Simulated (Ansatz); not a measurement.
CaTaO₃:
```
CaTaO3
1.0
    4.00526     0.00000     0.00000
    0.00000     4.00526     0.00000
    0.00000     0.00000     3.99087
Ta Ca O
1 1 3
Cartesian
  2.00263   2.00263   2.09219
  0.00000   0.00000   0.53898
  0.00000   2.00263   2.01684
  2.00263   0.00000   2.01684
  2.00263   2.00263   0.08052
```

Relaxed with PBEsol. Special points in fractions of this cell's reciprocal vectors: Γ (0.000, 0.000, 0.000); X (0.000, 0.500, 0.000); M (0.500, 0.500, 0.000); Z (0.000, 0.000, 0.500); R (0.000, 0.500, 0.500); A (0.500, 0.500, 0.500).

Problem. List the band energies nearest the Fermi level at these points for DFT-PBEsol with spin–orbit coupling in the program Ansatz with PAW potentials.

Solution. In eV from the Fermi level; about four levels below and three above (degenerate sets whole), none deeper than 8.9 eV; points with the same levels are listed once.

```
k                    below                above
-  -----------------------  -------------------
Γ  -1.22 -1.22 -0.94 -0.94  0.13 0.13 1.16 1.16
X  -4.82 -4.82 -0.98 -0.98  0.98 0.98 1.39 1.39
M  -5.46 -5.46 -4.71 -4.71  1.42 1.42 1.54 1.54
Z  -4.95 -4.95 -1.25 -1.25  1.55 1.55 1.80 1.80
R  -5.62 -5.62 -4.29 -4.29  1.44 1.44 1.68 1.68
A  -4.31 -4.31 -4.29 -4.29  1.74 1.74 1.81 1.81
```

Space group P4mm. The start of the workflow was typed in or built on a structure type; neither database checked (COD, Materials Project) lists it. Whether it is the stable phase at ambient conditions was not checked. The PBEsol relaxation kept the symmetry of its start; whether a distortion lowers the energy is not shown. The run is not spin-polarised. The volume moved by -22 % from the start of the relaxation. With an odd number of electrons in the cell and no spin polarisation, the count alone makes it a metal.

Potentials: the earlier of the program's two PAW sets. The files were generated under PBE; for other functionals the program regenerates the frozen cores, and for LDA and PBEsol the local potential too.
